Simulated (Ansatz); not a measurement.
According to r²SCAN (plane waves, PAW; program Ansatz), GaRu3C in the anti-perovskite structure (Pm-3m) relaxes to a = 3.996 Å. Ga has 12 nearest neighbours from 2.83 Å (cuboctahedral); C has 6 nearest neighbours from 2.00 Å (octahedral). Against the elements it lies at 71 meV/atom, with no fitted shifts.

Electronic character: metallic (no gap). Gap from r²SCAN with spin–orbit coupling: none (metallic).

An equation-of-state fit gives a bulk modulus of 267 GPa. The relaxed-ion elastic constants in GPa are C11 = 531, C12 = 136, C44 = 103. The elastic constants imply a Debye temperature near 520 K.

The start of the workflow was typed in or built on a structure type; neither database checked (COD, Materials Project) lists it. Whether it is the stable phase at ambient conditions was not checked. The cell was relaxed with r²SCAN under the symmetry of its start; its stability against distortions is not shown here. No spin polarisation was allowed. As this level gives no gap, shear constants depend on the k-mesh and smearing (Fermi–Dirac, 0.1 eV here). The references are the lowest solids computed at this level, not always the standard phases. Scalar-relativistic: spin–orbit coupling is off unless named, which matters more the heavier the elements.

Potentials: the later of the program's two PAW sets.
